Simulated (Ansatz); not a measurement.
The start is a generated trial cell of NbRu in the AFLOW prototype AB_oP8_62_c_c (B27, as in FeB). A full variable-cell relaxation at zero pressure is run with PBEsol (plane waves to 420 eV, PAW, scalar-relativistic; Ansatz, a program for electronic structure). First-step values are on the input's coarse k-mesh.

Ansatz input (later rounds restart from its end on a renewed k-mesh):
Ansatz 0.2 input:
```yaml
crystal:
  lattice:
    - [6.8748353, 0, 0]
    - [0, 3.6857625, 0]
    - [0, 0, 5.0707384]
  atoms:
    - { symbol: Nb, position: [0.82, 0.25, 0.125] }
    - { symbol: Nb, position: [0.32, 0.25, 0.375] }
    - { symbol: Nb, position: [0.18, 0.75, 0.875] }
    - { symbol: Nb, position: [0.68, 0.75, 0.625] }
    - { symbol: Ru, position: [0.125, 0.25, 0.69] }
    - { symbol: Ru, position: [0.625, 0.25, 0.81] }
    - { symbol: Ru, position: [0.875, 0.75, 0.31] }
    - { symbol: Ru, position: [0.375, 0.75, 0.19] }
basis: { ecutwfc: 420, ecutrho_ratio: 4, xc_grid: 2, fft_grid_basis: typed }
kpoints: { mp_grid: { grid: [5, 9, 7] } }
hamiltonian:
  xc: pbesol
  dispersion: none
  pseudopotentials: { kind: paw }
scf: { occupations: { method: fermi_dirac, width: 0.05 } }
relax: { f_tol: 0.01, max_steps: 100, cell: { stress_tol: 0.02 } }
output: { forces: true, stress: true }
```

How much energy is released per atom?

About 2.6 eV/atom.

How does the volume change?

-2.6 %, from 16.06 to 15.64 Å³/atom.

How do the shortest distances between atoms change?

The closest pairs of elements (up to four, under 3.6 Å), start → end: Nb–Ru 2.09 → 2.57 Å; Ru–Ru 3.17 → 2.85 Å; Nb–Nb 3.28 → 2.98 Å.

What band gap does the relaxed structure have at this level?

Zero (metallic).

Write out the relaxed structure.


```cif
data_Nb4Ru4
_chemical_formula_sum 'Nb4 Ru4'
_space_group_name_H-M_alt 'Pnma'
_space_group_IT_number 62
_space_group_name_Hall '-P 2ac 2n'
_cell_length_a 5.24341
_cell_length_b 4.42538
_cell_length_c 5.39292
_cell_angle_alpha 90.000
_cell_angle_beta 90.000
_cell_angle_gamma 90.000
loop_
_atom_site_label
_atom_site_type_symbol
_atom_site_symmetry_multiplicity
_atom_site_Wyckoff_symbol
_atom_site_fract_x
_atom_site_fract_y
_atom_site_fract_z
_atom_site_occupancy
Nb1 Nb 4 c 0.35332 0.25000 0.38207 1
Ru1 Ru 4 c 0.08161 0.75000 0.35426 1
```

The space group stays Pnma (No. 62) (the run could not lower it), with 8 atoms in the primitive cell. Final values are on a 9×11×9 k-mesh of the relaxed cell. The start holds a very short contact (Nb–Ru 2.09 Å). No spin polarisation in the result.

The run could not lose the symmetry of its start: the end is stationary, and may be a saddle point rather than a minimum.

The relaxed structure here is a generated cell of NbRu: the first start was made by placing the elements on the sites of a structure type, and the end was not matched to a known phase here, so it may be hypothetical.
